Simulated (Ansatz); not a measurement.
The end of the path is a generated cell of MoRu: the first start was made by placing the elements on the sites of a structure type, and the end was not matched to a known phase here, so it may be hypothetical.

A geometry of MoRu away from equilibrium: step 4 of the relaxation of a generated cell, MoRu built in the AFLOW prototype AB_oP8_57_d_d (as in TlF). These are PBEsol (plane waves to 420 eV, PAW, scalar-relativistic; Ansatz, a quantum-chemistry and plane-wave program) values and carry that method's errors. Γ-centred k-mesh 6×7×7 on the run's cell (coarser than for final values), Fermi–Dirac smearing 0.05 eV.

```xyz
8
Lattice="5.3603 0.0000 0.0000 0.0000 4.8179 0.0000 0.0000 0.0000 4.5606" Properties=species:S:1:pos:R:3 pbc="T T T"
Mo     1.8729     2.6841     1.1402
Mo     1.8729     4.5428     3.4205
Mo     3.4874     0.2752     1.1402
Mo     3.4874     2.1338     3.4205
Ru     4.6203     2.7827     1.1402
Ru     4.6203     4.4442     3.4205
Ru     0.7400     0.3737     1.1402
Ru     0.7400     2.0352     3.4205
```

Task: Predict the force on each atom, in eV/Å.

Result: 
```tsv
atom	Fx	Fy	Fz
Mo1	0.86	0.47	0.00
Mo2	0.86	-0.47	0.00
Mo3	-0.86	0.47	0.00
Mo4	-0.86	-0.47	0.00
Ru5	0.29	0.05	0.00
Ru6	0.29	-0.05	0.00
Ru7	-0.29	0.05	0.00
Ru8	-0.29	-0.05	0.00
```

Task: What is the pressure?

Result: -2.8 GPa, compression positive.

Task: How far above the relaxed end point is this geometry?

Result: 0.07 eV/atom; the path ends in Pbcm (No. 57).

No spin polarisation in the result.

The run could not lose the symmetry of its start: the end is stationary, and may be a saddle point rather than a minimum.
